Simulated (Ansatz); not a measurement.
## All-electron card of HfRu

```
Hf Ru
1.0
     3.22500    0.00000    0.00000
     0.00000    3.22500    0.00000
     0.00000    0.00000    3.22500
Hf Ru
1 1
Direct
  0.00000 0.00000 0.00000
  0.50000 0.50000 0.50000
```

Atom numbers follow the list: Hf1, Ru2.

The cell comes from COD entry 1523508, which wasn't checked; take it as a given geometry.

No spin–orbit coupling, which matters for the heavy atoms here.

Methods: DFT, PBEsol, all-electron LAPW, scalar-relativistic (Ansatz 0.2.0); DFT, PBEsol, PAW with Ansatz's default frozen-core files, scalar-relativistic (Ansatz 0.2.0).

For LAPW: a Γ-centred 11×11×11 k mesh, Fermi–Dirac smearing of 0.08 eV, basis error target 0.5 meV/atom, no spin polarisation. PAW takes a cutoff of 420 eV at this cell (files made with PBE, cores remade for this functional). The Ansatz runs share mesh, smearing and spin set-up. Values come from LAPW unless marked.

```yaml
Pressure_at_this_cell: -3.03 GPa
Band_gap: "none: bands cross the Fermi level, a metal"
Density_of_states_at_the_Fermi_level_0.2_eV_bin: 0.35 states/eV per cell
Löwdin_charges_with_0.15_e_of_the_cell_spilling_out_of_the_atomic_basis_so_their_sizes_and_signs_hang_on_that_basis: Hf1 0.24, Ru2 -0.09 e
Bader_charges_from_the_PAW_run: Hf1 +1.41, Ru2 -1.41 e
Volume_per_atom: 16.77 Å³
```
